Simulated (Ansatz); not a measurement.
SiC:
```
CELL_PARAMETERS angstrom
      3.05634     0.00000     0.00000
     -1.52817     2.64687     0.00000
      0.00000     0.00000     5.01605
ATOMIC_POSITIONS crystal
  Si 0.33333 0.66667 0.49960
  Si 0.66667 0.33333 0.99960
  C  0.33333 0.66667 0.87540
  C  0.66667 0.33333 0.37540
```

Relaxed with LDA. Special points in fractions of this cell's reciprocal vectors: Γ (0.000, 0.000, 0.000); M (0.500, 0.000, 0.000); K (0.333, 0.333, 0.000); A (0.000, 0.000, 0.500); L (0.500, 0.000, 0.500); H (0.333, 0.333, 0.500).

**Question.** List the band energies nearest the valence-band maximum at these points for plane-wave PAW LDA (Ansatz code).

**Answer.** In eV from the valence-band maximum; about four levels below and three above (degenerate sets whole), none deeper than 8.9 eV; points with the same levels are listed once.

```json
[
 {"k": "Γ", "below": "-1.33 -1.33 -0.11 0.00 0.00", "above": "4.92 6.40 6.67 6.67"},
 {"k": "M", "below": "-5.52 -3.37 -3.37 -1.20", "above": "2.72 4.17 6.95"},
 {"k": "K", "below": "-6.25 -6.25 -4.11 -4.11 -3.91", "above": "2.13 8.11 8.84 8.84"},
 {"k": "A", "below": "-0.72 -0.72 -0.72 -0.72", "above": "5.99 5.99 7.36 7.36 7.36 7.36"},
 {"k": "L", "below": "-2.48 -2.48 -2.35 -2.35", "above": "3.26 3.26 5.24 5.24"},
 {"k": "H", "below": "-5.77 -5.77 -1.75 -1.75", "above": "5.11 5.11 5.94 5.94"}
]
```

Space group P6_3mc (wurtzite). The LDA relaxation kept the symmetry of its start; phonons on a q-mesh show no instability.

Potentials: the earlier of the program's two PAW sets.
